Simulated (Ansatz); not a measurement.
Name crystals whose computed values (DFT-r²SCAN in the program Ansatz with PAW potentials) fall in these windows: Θ_D (K) 350 to 470; gap (eV) 1.1 to 1.5.



```tsv
crystal	Θ_D (K)	gap (eV)
BaInHO2, P4/mmm (Ba on 1d, In on 1a, O on 2f, H on 1b)	424	1.31
ZnO, NiAs type	388	1.35
AlGa3As4, P-4m2 (Pearson symbol tP8)	361	1.29
Zn3In2O6, P2_1/m (Pearson symbol mP44)	374	1.21
GaP, P4_2/mnm (Ga on 4g, P on 4f)	387	1.43
```
Others may fit too.

Built on a structure type that need not be the filed one of that space group: ZnO, NiAs type. Typed or built starts, not in the databases checked: BaInHO2, P4/mmm (Ba on 1d, In on 1a, O on 2f, H on 1b); AlGa3As4, P-4m2 (Pearson symbol tP8); GaP, P4_2/mnm (Ga on 4g, P on 4f). Not the usual ambient phase: ZnO, NiAs type; GaP, P4_2/mnm (Ga on 4g, P on 4f). Standing as an ambient phase not checked: Zn3In2O6, P2_1/m (Pearson symbol mP44). All cells were relaxed under the symmetry of their starts (and spin orders); stability against distortions was not tested throughout. Spin–orbit coupling is left out wherever it is not named.

Potentials: the earlier of the program's two PAW sets. The files were generated under PBE; for other functionals the program regenerates the frozen cores, and for LDA and PBEsol the local potential too.
